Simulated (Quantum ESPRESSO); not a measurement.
AlSi2FO5, finding a planted mistake in a log

Computed values, not a measurement. The program is pw.x of Quantum ESPRESSO 7.5 (plane-wave density functional theory). The cell is made up: 9 atoms on a quartz lattice, with randomly drawn elements, strain and displacements, not relaxed. PseudoDojo standard norm-conserving files (v0.5 for PBE, v0.4.1 for LDA and PBEsol) set the functional; there is no spin polarisation, spin-orbit coupling or dispersion term, and the masses in the input are unused placeholders.

Intended input:

```
&control calculation='scf', pseudo_dir='./dojo.nc.sr.pbe.v0_5.standard.upf', outdir='./o', disk_io='low', tprnfor=.true., tstress=.true. /
&system ibrav=0, nat=9, ntyp=4, nbnd=30, ecutwfc=84.00895049, nosym=.true., tot_charge=0,
 occupations='smearing', smearing='fd', degauss=0.0018374661
/
&electrons conv_thr=7.350e-09, electron_maxstep=60, /
ATOMIC_SPECIES
Al 1.0 Al.upf
F 1.0 F.upf
O 1.0 O.upf
Si 1.0 Si.upf
CELL_PARAMETERS angstrom
4.9859 0.0352 -0.0297
-2.4625 4.2916 -0.0424
-0.0326 -0.0726 5.4903
ATOMIC_POSITIONS angstrom
Al 2.1976 -0.0869 3.6967
Si -1.0442 2.1304 1.7425
Si 1.3627 2.2137 0.0678
F 1.3599 1.1314 4.3
O 3.3369 0.5056 2.6139
O 2.8371 2.4719 0.4604
O 0.2777 1.9293 1.1306
O -1.0384 3.0329 3.0557
O 0.8575 3.7138 4.6542
K_POINTS automatic
5 5 4 1 1 1
```

The log is shortened where brackets say so; the opening notice, blank lines, dates and the lines on written files are dropped, and the path of the files is cut. It prints rydbergs, bohrs and kilobars, and counts compression as positive stress. Where no state is partly filled, the Fermi energy that it prints is only some level between the filled and the empty states on the mesh, and need not lie in the true gap.

Log of the intended run:

```
     Program PWSCF v.7.5
     Parallel version (MPI & OpenMP), running on       4 processor cores
     Number of MPI processes:                 4
     Threads/MPI process:                     1
     [start-up lines left out]
     bravais-lattice index     =            0
     lattice parameter (alat)  =       9.4224  a.u.
     unit-cell volume          =     795.8295 (a.u.)^3
     number of atoms/cell      =            9
     number of atomic types    =            4
     number of electrons       =        48.00
     number of Kohn-Sham states=           30
     kinetic-energy cutoff     =      84.0090  Ry
     charge density cutoff     =     336.0358  Ry
     scf convergence threshold =      7.3E-09
     mixing beta               =       0.7000
     number of iterations used =            8  plain     mixing
     Exchange-correlation= PBE
                           (   1   4   3   4   0   0   0)
     [axes and pseudopotential details left out]
   Cartesian axes
     site n.     atom                  positions (alat units)
         1        Al     tau(   1) = (   0.4407441  -0.0174284   0.7413992  )
         2        Si     tau(   2) = (  -0.2094217   0.4272667   0.3494706  )
         3        Si     tau(   3) = (   0.2732991   0.4439731   0.0135978  )
         4        F      tau(   4) = (   0.2727375   0.2269102   0.8623953  )
         5        O      tau(   5) = (   0.6692388   0.1014016   0.5242360  )
         6        O      tau(   6) = (   0.5690004   0.4957569   0.0923365  )
         7        O      tau(   7) = (   0.0556947   0.3869347   0.2267498  )
         8        O      tau(   8) = (  -0.2082584   0.6082694   0.6128421  )
         9        O      tau(   9) = (   0.1719777   0.7448287   0.9334326  )
     number of k points=    50  Fermi-Dirac smearing, width (Ry)=  0.0018
                       cart. coord. in units 2pi/alat
        k(    1) = (   0.0994664   0.1744066   0.1164178), wk =   0.0400000
        k(    2) = (   0.1007979   0.1774142   0.3435074), wk =   0.0400000
     [further k points left out]
     Dense  grid:    82831 G-vectors     FFT dimensions: (  60,  60,  64)
     Estimated max dynamical RAM per process >     170.06 MB
     Estimated total dynamical RAM >     619.59 MB
     Initial potential from superposition of free atoms
     starting charge      47.9963, renormalised to      48.0000
     Starting wfcs are   36 randomized atomic wfcs
     total cpu time spent up to now is        2.7 secs
     per-process dynamical memory:   130.5 Mb
     Self-consistent Calculation
     iteration #  1     ecut=    84.01 Ry     beta= 0.70
     Davidson diagonalization with overlap
     ethr =  1.00E-02,  avg # of iterations =  3.0
     total cpu time spent up to now is        7.3 secs
     total energy              =    -235.48010520 Ry
     estimated scf accuracy    <       2.87039643 Ry
     iteration #  2     ecut=    84.01 Ry     beta= 0.70
     Davidson diagonalization with overlap
     ethr =  5.98E-03,  avg # of iterations =  2.1
     total cpu time spent up to now is       11.6 secs
     total energy              =    -235.99646597 Ry
     estimated scf accuracy    <       3.18587573 Ry
     [iterations 3 to 10 left out]
     iteration # 11     ecut=    84.01 Ry     beta= 0.70
     Davidson diagonalization with overlap
     ethr =  5.47E-10,  avg # of iterations =  2.0
     total cpu time spent up to now is       48.4 secs
     total energy              =    -236.70309195 Ry
     estimated scf accuracy    <       0.00000004 Ry
     iteration # 12     ecut=    84.01 Ry     beta= 0.70
     Davidson diagonalization with overlap
     ethr =  8.82E-11,  avg # of iterations =  2.0
     total cpu time spent up to now is       52.2 secs
     End of self-consistent calculation
     [lines on levels left out]
     the Fermi energy is     5.6318 ev
!    total energy              =    -236.70309196 Ry
     estimated scf accuracy    <          3.0E-09 Ry
     smearing contrib. (-TS)   =       0.00000000 Ry
     internal energy E=F+TS    =    -236.70309196 Ry
     The total energy is F=E-TS. E is the sum of the following terms:
     one-electron contribution =    -120.36271798 Ry
     hartree contribution      =      85.78787182 Ry
     xc contribution           =     -62.40830258 Ry
     ewald contribution        =    -139.71994322 Ry
     convergence has been achieved in  12 iterations
     Forces acting on atoms (cartesian axes, Ry/au):
     atom    1 type  1   force =     0.18273417    0.09569846   -0.08380427
     atom    2 type  4   force =    -0.36669192   -0.14608030    0.22788098
     atom    3 type  4   force =    -0.04667209    0.30291056   -0.13338219
     atom    4 type  2   force =    -0.12785564    0.09384055    0.05111203
     atom    5 type  3   force =     0.07624744    0.19153065   -0.18742826
     atom    6 type  3   force =     0.10290539   -0.00595962    0.07122795
     atom    7 type  3   force =     0.20759984   -0.08855304   -0.07074205
     atom    8 type  3   force =    -0.19286070   -0.20771855   -0.15786323
     atom    9 type  3   force =     0.16459353   -0.23566871    0.28299904
     Total force =     0.902245     Total SCF correction =     0.000085
     Computing stress (Cartesian axis) and pressure
          total   stress  (Ry/bohr**3)                   (kbar)     P=      181.30
   0.00206431  -0.00003309  -0.00014408          303.67       -4.87      -21.19
  -0.00003309   0.00057516   0.00108834           -4.87       84.61      160.10
  -0.00014408   0.00108834   0.00105789          -21.19      160.10      155.62
     init_run     :      2.52s CPU      2.62s WALL (       1 calls)
     electrons    :     49.12s CPU     49.54s WALL (       1 calls)
     forces       :      0.82s CPU      0.82s WALL (       1 calls)
     stress       :      2.66s CPU      2.66s WALL (       1 calls)
     [timing details left out]
     PWSCF        :     55.20s CPU     55.77s WALL
     JOB DONE.
```

A second run was made from an input with one planted mistake. Its log:

```
     Program PWSCF v.7.5
     Parallel version (MPI & OpenMP), running on       4 processor cores
     Number of MPI processes:                 4
     Threads/MPI process:                     1
     [start-up lines left out]
     bravais-lattice index     =            0
     lattice parameter (alat)  =       9.4224  a.u.
     unit-cell volume          =     795.8295 (a.u.)^3
     number of atoms/cell      =            9
     number of atomic types    =            4
     number of electrons       =        48.00
     number of Kohn-Sham states=           48
     kinetic-energy cutoff     =      84.0090  Ry
     charge density cutoff     =     336.0358  Ry
     scf convergence threshold =      7.3E-09
     mixing beta               =       0.7000
     number of iterations used =            8  plain     mixing
     Exchange-correlation= PBE
                           (   1   4   3   4   0   0   0)
     [axes and pseudopotential details left out]
   Cartesian axes
     site n.     atom                  positions (alat units)
         1        Al     tau(   1) = (   0.4407441  -0.0174284   0.7413992  )
         2        Si     tau(   2) = (  -0.2094217   0.4272667   0.3494706  )
         3        Si     tau(   3) = (   0.2732991   0.4439731   0.0135978  )
         4        F      tau(   4) = (   0.2727375   0.2269102   0.8623953  )
         5        O      tau(   5) = (   0.6692388   0.1014016   0.5242360  )
         6        O      tau(   6) = (   0.5690004   0.4957569   0.0923365  )
         7        O      tau(   7) = (   0.0556947   0.3869347   0.2267498  )
         8        O      tau(   8) = (  -0.2082584   0.6082694   0.6128421  )
         9        O      tau(   9) = (   0.1719777   0.7448287   0.9334326  )
     number of k points=    50  Fermi-Dirac smearing, width (Ry)=  0.0338
                       cart. coord. in units 2pi/alat
        k(    1) = (   0.0994664   0.1744066   0.1164178), wk =   0.0400000
        k(    2) = (   0.1007979   0.1774142   0.3435074), wk =   0.0400000
     [further k points left out]
     Dense  grid:    82831 G-vectors     FFT dimensions: (  60,  60,  64)
     Estimated max dynamical RAM per process >     221.52 MB
     Estimated total dynamical RAM >     825.40 MB
     Initial potential from superposition of free atoms
     starting charge      47.9963, renormalised to      48.0000
     Starting wfcs are   36 randomized atomic wfcs +   12 random wfcs
     total cpu time spent up to now is        3.1 secs
     per-process dynamical memory:   171.3 Mb
     Self-consistent Calculation
     iteration #  1     ecut=    84.01 Ry     beta= 0.70
     Davidson diagonalization with overlap
     ethr =  1.00E-02,  avg # of iterations =  6.8
     total cpu time spent up to now is       12.8 secs
     total energy              =    -235.54116657 Ry
     estimated scf accuracy    <       2.80717199 Ry
     iteration #  2     ecut=    84.01 Ry     beta= 0.70
     Davidson diagonalization with overlap
     ethr =  5.85E-03,  avg # of iterations =  2.0
     total cpu time spent up to now is       18.9 secs
     total energy              =    -235.78638912 Ry
     estimated scf accuracy    <       3.75301714 Ry
     [iterations 3 to 10 left out]
     iteration # 11     ecut=    84.01 Ry     beta= 0.70
     Davidson diagonalization with overlap
     ethr =  3.17E-10,  avg # of iterations =  2.0
     total cpu time spent up to now is       69.8 secs
     total energy              =    -236.70491639 Ry
     estimated scf accuracy    <          9.5E-09 Ry
     iteration # 12     ecut=    84.01 Ry     beta= 0.70
     Davidson diagonalization with overlap
     ethr =  1.97E-11,  avg # of iterations =  2.0
     total cpu time spent up to now is       75.1 secs
     End of self-consistent calculation
     [lines on levels left out]
     the Fermi energy is     6.0132 ev
!    total energy              =    -236.70491639 Ry
     estimated scf accuracy    <          5.0E-10 Ry
     smearing contrib. (-TS)   =      -0.00953491 Ry
     internal energy E=F+TS    =    -236.69538149 Ry
     The total energy is F=E-TS. E is the sum of the following terms:
     one-electron contribution =    -120.34431446 Ry
     hartree contribution      =      85.77328588 Ry
     xc contribution           =     -62.40440969 Ry
     ewald contribution        =    -139.71994322 Ry
     convergence has been achieved in  12 iterations
     Forces acting on atoms (cartesian axes, Ry/au):
     atom    1 type  1   force =     0.18027746    0.09531966   -0.08136244
     atom    2 type  4   force =    -0.36534040   -0.14262986    0.22476508
     atom    3 type  4   force =    -0.04626916    0.29942267   -0.13199364
     atom    4 type  2   force =    -0.12759500    0.09326919    0.04792210
     atom    5 type  3   force =     0.07681144    0.19031228   -0.18650930
     atom    6 type  3   force =     0.10405306   -0.00542734    0.07187187
     atom    7 type  3   force =     0.20594952   -0.08780316   -0.06924953
     atom    8 type  3   force =    -0.19272686   -0.20820472   -0.15711696
     atom    9 type  3   force =     0.16483994   -0.23425871    0.28167282
     Total force =     0.896353     Total SCF correction =     0.000036
     Computing stress (Cartesian axis) and pressure
          total   stress  (Ry/bohr**3)                   (kbar)     P=      183.61
   0.00208600  -0.00002988  -0.00014878          306.86       -4.39      -21.89
  -0.00002988   0.00058371   0.00109237           -4.39       85.87      160.69
  -0.00014878   0.00109237   0.00107484          -21.89      160.69      158.11
     init_run     :      2.86s CPU      3.01s WALL (       1 calls)
     electrons    :     71.36s CPU     71.94s WALL (       1 calls)
     forces       :      0.96s CPU      0.98s WALL (       1 calls)
     stress       :      3.24s CPU      3.27s WALL (       1 calls)
     [timing details left out]
     PWSCF        :   1m18.59s CPU   1m19.41s WALL
     JOB DONE.
```

Question: what was wrong in the second input?

Answer: the smearing is too wide. The input lines that differ, file-writing options aside:

```
- &system ibrav=0, nat=9, ntyp=4, nbnd=30, ecutwfc=84.00895049, nosym=.true., tot_charge=0,
+ &system ibrav=0, nat=9, ntyp=4, nbnd=48, ecutwfc=84.00895049, nosym=.true., tot_charge=0,
-  occupations='smearing', smearing='fd', degauss=0.0018374661
+  occupations='smearing', smearing='fd', degauss=0.0338093764
```

|  | intended run | run with the mistake |
| --- | --- | --- |
| free energy (eV) | -3220.510 | -3220.534 |
| smearing term -TS (eV) | 0.0000 | -0.1297 |
| pressure (GPa) | 18.13 | 18.36 |
| largest force component (eV/Å) | 9.428 | 9.393 |
| largest change of a force component (eV/Å) |  | 0.090 |
| iterations | 12 | 12 |

For scale, a rerun of the intended cell at a cutoff of 1437 eV and k mesh 7 x 7 x 6 moved values by no more than 0.003 eV in energy, 0.02 GPa in stress and 0.002 eV/Å in force. The number of bands, nbnd, was set by rule from the electron count and the smearing, so it follows the mistake.